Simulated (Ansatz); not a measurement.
**Calculated with Ansatz: NbTeS, relaxation**

Input:

```yaml
crystal:
  lattice:
    - [0.0, 0.0, 5.187901]
    - [3.774816, 0.0, 0.0]
    - [1.887408, 6.521933, -2.59395]
  atoms:
    - { symbol: Nb, position: [0.6232, 0.8768, 0.2464] }
    - { symbol: Nb, position: [0.3768, 0.1232, 0.7536] }
    - { symbol: Te, position: [0.235, 0.5, 0.0] }
    - { symbol: Te, position: [0.765, 0.5, 0.0] }
    - { symbol: S, position: [0.212, 0.788, 0.424] }
    - { symbol: S, position: [0.788, 0.212, 0.576] }
  symmetry: { tolerance: 0.0003 }
kpoints:
  mp_grid: { grid: [5, 5, 5], shift: [0, 0, 0] }
magnetization:
  spin_polarized: false
scf:
  occupations: { method: fermi_dirac }
  lower_state_search: "off"
hamiltonian:
  pseudopotentials: { kind: paw }
  xc: r2scan
basis:
  ecutwfc: 500
  fft_grid_basis: typed
relax:
  max_steps: 60
  cell: { p_target: 5.0 }
  f_tol: 0.03
output:
  forces: true
  stress: true
  eigenvalues: true
  bader: true
  populations: true
  elf: true
  write_potential: true
  volumetric_format: npy
  dos:
    e_range: [-12, 8]
    de: 0.05
    projected: { site_lists: { Nb: [Nb], S: [S], Te: [Te] } }
  write_density: true
checkpoint:
  read: saved_state
```

Run with:

```bash
ansatz run input.yaml --threads 2 --pin off --max-ram 3584MiB --backend cpu --events-out ev --progress --plain --runs-dir out
```

Origin of the cell: a known structure type with other elements, at an estimated volume, so it need not be a known compound.

The smearing width isn't typed, so it takes its default of 0.1 eV.

The saved state is a converged single point of the same cell.

Excerpt of the output:

```
SCF iter   1: F=-24929.085586 eV  HF=-24929.084146 eV  Δρ=1.15e-3  dr2=1.70e-3  dr2_τ=1.27e-3
SCF iter   2: F=-24929.086436 eV  HF=-24929.086397 eV  Δρ=5.95e-4  dr2=4.37e-4  dr2_τ=8.20e-5
SCF iter   3: F=-24929.086603 eV  HF=-24929.086636 eV  Δρ=1.84e-4  dr2=7.93e-5  dr2_τ=6.75e-6
SCF iter   4: F=-24929.086640 eV  HF=-24929.086640 eV  Δρ=5.48e-5  dr2=6.14e-6  dr2_τ=4.52e-7
SCF iter   5: F=-24929.086642 eV  HF=-24929.086642 eV  Δρ=1.49e-5  dr2=4.79e-7  dr2_τ=2.22e-8
SCF iter   6: F=-24929.086642 eV  HF=-24929.086642 eV  Δρ=4.70e-6  dr2=8.08e-8  dr2_τ=4.10e-9
relax step   1: F+E_penalty+E_count = -24929.086642 eV  Δ(F+E_penalty+E_count) = +0.000e0 eV  max|allowed force component| = 3.615e0 eV/Å  Δτ_max = 0.0000 Å  P = +2.584 GPa  Ω = 127.721 Å³  ( […]
relax step   2: F+E_penalty+E_count = -24930.608003 eV  Δ(F+E_penalty+E_count) = -1.521e0 eV  max|allowed force component| = 2.041e0 eV/Å  Δτ_max = 0.1411 Å  P = +5.517 GPa  Ω = 123.261 Å³  e […]
relax step   3: F+E_penalty+E_count = -24930.704759 eV  Δ(F+E_penalty+E_count) = -9.676e-2 eV  max|allowed force component| = 3.543e-1 eV/Å  Δτ_max = 0.1820 Å  P = +10.191 GPa  Ω = 116.184 Å³ […]
relax step   4: F+E_penalty+E_count = -24931.071756 eV  Δ(F+E_penalty+E_count) = -3.670e-1 eV  max|allowed force component| = 3.245e-1 eV/Å  Δτ_max = 0.1007 Å  P = +5.482 GPa  Ω = 121.922 Å³ […]
relax step   5: F+E_penalty+E_count = -24931.183533 eV  Δ(F+E_penalty+E_count) = -1.118e-1 eV  max|allowed force component| = 2.218e-1 eV/Å  Δτ_max = 0.0323 Å  P = +5.547 GPa  Ω = 122.679 Å³ […]
relax step   6: F+E_penalty+E_count = -24931.320378 eV  Δ(F+E_penalty+E_count) = -1.368e-1 eV  max|allowed force component| = 1.172e-1 eV/Å  Δτ_max = 0.0747 Å  P = +5.939 GPa  Ω = 124.037 Å³ […]
relax step   7: F+E_penalty+E_count = -24931.471823 eV  Δ(F+E_penalty+E_count) = -1.514e-1 eV  max|allowed force component| = 1.196e-1 eV/Å  Δτ_max = 0.0660 Å  P = +6.543 GPa  Ω = 125.610 Å³ […]
relax step   8: F+E_penalty+E_count = -24931.681513 eV  Δ(F+E_penalty+E_count) = -2.097e-1 eV  max|allowed force component| = 3.803e-1 eV/Å  Δτ_max = 0.0493 Å  P = +5.961 GPa  Ω = 128.858 Å³ […]
relax step   9: F+E_penalty+E_count = -24931.831573 eV  Δ(F+E_penalty+E_count) = -1.501e-1 eV  max|allowed force component| = 2.039e-1 eV/Å  Δτ_max = 0.0262 Å  P = +5.820 GPa  Ω = 131.514 Å³ […]
relax step  10: F+E_penalty+E_count = -24931.890639 eV  Δ(F+E_penalty+E_count) = -5.907e-2 eV  max|allowed force component| = 4.229e-1 eV/Å  Δτ_max = 0.0516 Å  P = +5.726 GPa  Ω = 133.862 Å³ […]
relax step  11: F+E_penalty+E_count = -24931.911365 eV  Δ(F+E_penalty+E_count) = -7.979e-2 eV  max|allowed force component| = 2.932e-1 eV/Å  Δτ_max = 0.0156 Å  P = +3.876 GPa  Ω = 133.906 Å³ […]
relax step  12: F+E_penalty+E_count = -24931.899632 eV  Δ(F+E_penalty+E_count) = +1.173e-2 eV  max|allowed force component| = 2.733e-2 eV/Å  Δτ_max = 0.0105 Å  P = +4.997 GPa  Ω = 133.257 Å³ […]
relax step  13: F+E_penalty+E_count = -24931.887340 eV  Δ(F+E_penalty+E_count) = +1.229e-2 eV  max|allowed force component| = 1.479e-2 eV/Å  Δτ_max = 0.0083 Å  P = +5.121 GPa  Ω = 132.860 Å³ […]
relax step  14: F+E_penalty+E_count = -24931.895602 eV  Δ(F+E_penalty+E_count) = +4.030e-3 eV  max|allowed force component| = 1.020e-3 eV/Å  Δτ_max = 0.0041 Å  P = +4.999 GPa  Ω = 133.122 Å³ […]
relax step  15: F+E_penalty+E_count = -24931.918149 eV  Δ(F+E_penalty+E_count) = -2.255e-2 eV  max|allowed force component| = 1.688e-3 eV/Å  Δτ_max = 0.0000 Å  P = +5.230 GPa  Ω = 133.122 Å³  stress off target by 6.93e-1 GPa […]
relax step  16: F+E_penalty+E_count = -24931.958436 eV  Δ(F+E_penalty+E_count) = -4.029e-2 eV  max|allowed force component| = 4.526e-2 eV/Å  Δτ_max = 0.0090 Å  P = +4.877 GPa  Ω = 134.297 Å³ […]
relax step  17: F+E_penalty+E_count = -24931.958777 eV  Δ(F+E_penalty+E_count) = -3.406e-4 eV  max|allowed force component| = 4.936e-2 eV/Å  Δτ_max = 0.0063 Å  P = +4.990 GPa  Ω = 134.296 Å³ […]
relax step  18: F+E_penalty+E_count = -24931.959182 eV  Δ(F+E_penalty+E_count) = -4.054e-4 eV  max|allowed force component| = 4.860e-3 eV/Å  Δτ_max = 0.0031 Å  P = +5.008 GPa  Ω = 134.302 Å³ […]
relax step  19: F+E_penalty+E_count = -24931.959490 eV  Δ(F+E_penalty+E_count) = -3.079e-4 eV  max|allowed force component| = 4.872e-3 eV/Å  Δτ_max = 0.0000 Å  P = +5.008 GPa  Ω = 134.302 Å³  stress off target by 2.28e-2 GPa […]
SCF 19 converged in 6 iterations: F = -24931.959490 eV  dr2 = 1.71e-11
basis re-selected at this cell: Δ(F+E_penalty+E_count) = -3.079e-4 eV, ΔP = +0.001 GPa vs the last step (what re-selecting the basis moved, of the pressure what is left beyond the Pulay corre […]
SCF converged after 6 iterations
Free energy (F): -24931.959490 eV
Harris-Foulkes:  -24931.959490 eV  (|F-HF|=0.00e0)
Internal energy: -24931.861985 eV  (E = F + TS)
E sigma→0 (E₀):  -24931.910737 eV
Entropy (-TS):   -0.097506 eV (-16.251 meV/atom)
Fermi energy:    11.489151 eV
--- Per-component energies (eV) ---
  E_band       = -761.775691
  E_kinetic    = 1364.770459
  E_local      = -5015.866591  (includes V_loc(G=0)·N_el)
  E_nonlocal   = -324.893436
  E_hartree    = 2529.244673
  E_xc         = -754.931569
  E_vxc        = -886.940079  (∫ρ·V_xc dr)
  E_paw        = -16772.275246  (= ΣΔE_a)
  E_vpaw       = -1008.926806  (= ΣTr[D̂ρ^β])
  E_aug_tail   = -0.000067  (compensation charges beyond the density's cutoff)
  E_vtau       = 51.591436  (kinetic-family band-sum trace: ∫τ·v_τ [+ j·A + Jᵃ·Aᵃ] dr)
  E_ewald      = -5957.875523
  E_core_change = -0.034684  (= ΣΔE_core)
  E_smearing   = -0.097506  (= −TS)
  Σ components = -24931.959490   (vs F -24931.959490, Δ=0.00e0)
--- Forces (eV/Å), atoms counted from 1 ---
  atom   1  Nb     0.000000    -0.001311    -0.000000
  atom   2  Nb    -0.000000     0.001311     0.000000
  atom   3  Te     0.000000     0.000000    -0.000050
  atom   4  Te    -0.000000    -0.000000     0.000050
  atom   5  S      0.000000    -0.004872    -0.000000
  atom   6  S     -0.000000     0.004872     0.000000
  max |Σ_I F_I| component: 0.0 eV/Å
--- Stress (GPa, compression-positive) ---
        5.000972       0.000000       0.000000
        0.000000       5.022784       0.000000
        0.000000       0.000000       5.000550
  P = ⅓ Tr σ = 5.0081 GPa (50.081 kbar)
--- Relaxed structure (17 steps of the walk, 15 accepted, 2 SCFs on fresh bases) ---
  F+E_penalty+E_count = -24931.959490 eV   max|allowed force component| = 4.872e-3 eV/Å   (the final SCF, on the basis selected at the relaxed cell)
  cell:  # Å, volume = 134.3021 Å³
    - [0.0, -2.643e-7, 6.896047]
    - [3.440974, 0.0, 0.0]
    - [1.720487, 5.659802, -3.448023]
  atoms:
    - { symbol: Nb, position: [0.628669, 0.871331, 0.257338] }
    - { symbol: Nb, position: [0.371331, 0.128669, 0.742662] }
    - { symbol: Te, position: [0.249656, 0.500000, 1.249e-18] }
    - { symbol: Te, position: [0.750344, 0.5, 1.809e-18] }
    - { symbol: S, position: [0.221528, 0.778472, 0.443056] }
    - { symbol: S, position: [0.778472, 0.221528, 0.556944] }
--- Löwdin populations: 6 sites ---
  site symbol       q [e]
     0     Nb     12.6241
     1     Nb     12.6241
     2     Te     15.8228
     3     Te     15.8228
     4      S      6.3641
     5      S      6.3641
  spilling = 0.005400 (of n_electrons = 70.000000)
--- Bader charges: 6 sites ---
  site symbol  charge [e]  shift [e]
     0     Nb      1.4415     0.0010
     1     Nb      1.4415     0.0010
     2     Te     -0.4895     0.0003
     3     Te     -0.4895     0.0003
     4      S     -0.9520     0.0007
     5      S     -0.9520     0.0007
  estimated error of the sums over rays = 7.2e-4 e
```

Before:

Space group Immm (No. 71); the run's cell has a = 5.188 Å, b = 3.775 Å, c = 7.268 Å, α = 74.95°, β = 110.91°, γ = 90.00°. Shortest distances: Te–Te 2.44 Å, Nb–Te 2.83 Å, Nb–S 2.84 Å, Nb–Nb 3.21 Å, S–S 3.36 Å, S–Te 3.56 Å.

After:

Space group Immm (No. 71); the run's cell has a = 6.896 Å, b = 3.441 Å, c = 6.847 Å, α = 75.45°, β = 120.24°, γ = 90.00°. Shortest distances: Nb–S 2.42 Å, Nb–Te 2.84 Å, Nb–Nb 2.91 Å, Te–Te 3.44 Å, S–S 3.44 Å, S–Te 3.49 Å.

```yaml
Enthalpy_lowered_by: 444.6 meV/atom
Volume_change: 5.15 %
Final_pressure: 5.01 GPa
Relaxation_steps_listed: 19
Gap_on_the_mesh: none (metal)
```

Caveats: no moments, though an odd count or open d shells may carry them; no spin-orbit coupling, though heavy elements are present; the k mesh is coarse if the cell is a metal; the relaxation held the start's symmetry, so the end may be a saddle point.

It ran for 5.3 min on 2 threads of Arm Neoverse V1, on a shared host, peak memory 0.83 GiB, from a saved density.
